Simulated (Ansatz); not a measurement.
Input:

TaP:
```xyz
2
Lattice="3.2826 0.0000 0.0000 -1.6413 2.8428 0.0000 0.0000 0.0000 3.3170" Properties=species:S:1:pos:R:3 pbc="T T T"
Ta     1.6413     0.9476     0.0000
P      0.0000     0.0000     1.6585
```

This is the PBEsol-relaxed structure. Cartesian axes are those of the cell as given.

Question: All from plane-wave PAW PBEsol (Ansatz code), unless another level is named. Give the Young's modulus.

Answer: 333 GPa.

Question: Give the elastic constants (relaxed ions, GPa).

Answer: C11 = 310, C12 = 124, C13 = 169, C33 = 446, C44 = 215.

Question: And the highest zone-centre frequency?

Answer: 368 cm⁻¹.

Space group P-6m2. The first step of the workflow began from a Materials Project structure, measured or hypothetical; the Crystallography Open Database copy checked does not list it. COD files the formula under space group No. 141, so this cell is another polymorph or a model. Its standing as an ambient phase is unchecked. Symmetry was held in the PBEsol relaxation; of distortions, only those at the zone centre were tested. No spin polarisation was allowed. As this level gives no gap, shear constants depend on the k-mesh and smearing (Fermi–Dirac, 0.1 eV here). As this level gives no gap, phonon frequencies hold no LO–TO term and depend on the k-mesh and smearing (Fermi–Dirac, 0.1 eV here). Scalar-relativistic: spin–orbit coupling is off unless named, which matters more the heavier the elements.

Potentials: the earlier of the program's two PAW sets.
